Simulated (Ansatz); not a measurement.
Here is an unrelaxed guess for Al2NF3.

```xyz
6
Lattice="2.3644 -3.9617 0.0000 2.3644 3.9617 0.0000 0.0000 0.0000 3.7133" Properties=species:S:1:pos:R:3 pbc="T T T"
Al    1.1822    1.9809    1.8566
Al    1.1822   -1.9809    1.8566
N     2.3644    0.0000    0.0000
F     2.3644    2.6930    0.0000
F     2.3644   -2.6930    0.0000
F     0.0000    0.0000    1.8566
```

Level of theory: DFT PBE, scalar-relativistic, plane waves, PAW (Ansatz 0.2.0). Settings: cutoff 420 eV, Γ-centred mesh 4×4×6 on the computed 6-atom cell, Gaussian smearing of 0.10 eV; collinear spin from starting moments 0.0 0.0 1.0 1.0 1.0 1.0 μB.

Energies over the elements count from the elements' standard structures at the same level (F₂, N₂ as molecules), with no fitted energy shifts.

Q: What does a single point on this coarse mesh give?

A: The pressure is 3.5 GPa (the mean over three directions, positive in compression), the largest force is 1.99 eV/Å, and the energy is −0.40 eV/atom against the elements. The shortest distance is 2.25 Å.

Q: Is it a good guess?

A: A fair one: relaxing gains about 0.13 eV/atom (the start's value is from the coarse mesh, so the gain is rough) in 14 ionic steps and ends at −0.53 eV/atom on the finer mesh. The symmetry stays Cmmm (No. 65). The volume per atom grows by 4.2 %, from 11.6 to 12.1 Å³. The shortest distance goes from 2.25 Å (F–F) to 2.23 Å (Al–F). Conventional cell: a = 5.057 Å, b = 8.004 Å, c = 3.583 Å. Around Al lie 4 F at 2.23 Å, 2 F at 2.37 Å and 2 Al at 2.53 Å; around N lie 2 F at 2.41 Å (long against covalent radii, as for large ions); around F on a site of symmetry m2m lie 4 Al at 2.23 Å, 2 F at 2.39 Å, 1 N at 2.41 Å and 2 F at 2.66 Å; 1 more site not described.

The last run used collinear spin, a 10×10×10 mesh for its 6-atom cell and Gaussian smearing of 0.10 eV. Another magnetic order may lie lower. The relaxation can't lower the symmetry of the start, and the grade says only how near the guess is to its own end. Symmetry constrained the relaxation, so the result can be a saddle point. Another cell of Al2NF3 relaxed alike but without spin, in P-3m1, lies 1.38 eV/atom lower, so this cell isn't the stable form at this level.
